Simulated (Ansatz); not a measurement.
CsGeI3 in space group R3m (No. 160; I on 9b, Cs on 3a, Ge on 3a), DFT-r²SCAN in the program Ansatz with PAW potentials, all energies at zero smearing, with the estimated change up to a 700 eV cutoff added, with one set of potentials and settings (totals compare only within such a set). Cell of 5 atoms (3 I, 1 Cs, 1 Ge): -32577.599 eV.

| element | reference phase | E (eV/atom) |
|---|---|---|
| I | Cmce, 4 atoms in the cell | -7528.0245 |
| Cs | Im-3m, 1 atoms in the cell | -5685.9274 |
| Ge | Fd-3m, 2 atoms in the cell | -4302.9041 |

Formation energy per atom, worked out: (-32577.599 − 3×(-7528.0245) − 1×(-5685.9274) − 1×(-4302.9041))/5 = -0.939 eV/atom (-91 kJ per mol of atoms), at 0 K, without zero-point energy or fitted corrections.

The workflow started from an entry of the Crystallography Open Database (COD, 293 K). Whether it is the stable phase at ambient conditions was not checked. The r²SCAN relaxation kept the symmetry of its start; whether a distortion lowers the energy is not shown. The references are the lowest solids computed at this level, not always the standard phases. Scalar-relativistic: spin–orbit coupling is off unless named, which matters more the heavier the elements.

Potentials: the later of the program's two PAW sets.
